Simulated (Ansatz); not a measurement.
The start is a relaxed WC cell deformed by the Cartesian strain tensor (xx, yy, zz, yz, xz, xy) = (0.077, 0.063, -0.062, -0.006, -0.121, -0.004). The structure is fully relaxed (lattice and positions, P = 0) with PBE (plane waves to 420 eV, PAW, scalar-relativistic; Ansatz, a program for electronic structure). The first steps use a coarse 9×9×9 k-mesh.

Starting cell:
```
CELL_PARAMETERS angstrom
      3.14696    -0.01023    -0.35502
     -1.58233     2.69503     0.16359
     -0.34594    -0.01566     2.67075
ATOMIC_POSITIONS crystal
  W  0.00000 0.00000 0.00000
  C  0.66667 0.33333 0.50000
```

- Largest initial force = about 1.4 eV/Å, on W1, C2 (atoms numbered as listed)
- Energy released = 0.65 eV/atom
- Volume change = -5.5 %, from 11.14 to 10.53 Å³/atom
- Relative to the parent = It relaxes back to the parent, P-6m2 (No. 187)
- Optimiser moves = 12

Relaxed structure:

```cif
data_CW
_chemical_formula_sum 'W1 C1'
_space_group_name_H-M_alt 'P-6m2'
_space_group_IT_number 187
_space_group_name_Hall 'P -6 2'
_cell_length_a 2.92196
_cell_length_b 2.92196
_cell_length_c 2.84728
_cell_angle_alpha 90.000
_cell_angle_beta 90.000
_cell_angle_gamma 120.000
loop_
_atom_site_label
_atom_site_type_symbol
_atom_site_symmetry_multiplicity
_atom_site_Wyckoff_symbol
_atom_site_fract_x
_atom_site_fract_y
_atom_site_fract_z
_atom_site_occupancy
W1 W 1 a 0.00000 0.00000 0.00000 1
C1 C 1 d 0.33333 0.66667 0.50000 1
```

Final values are on a 18×18×16 k-mesh of the relaxed cell. No spin polarisation in the result.
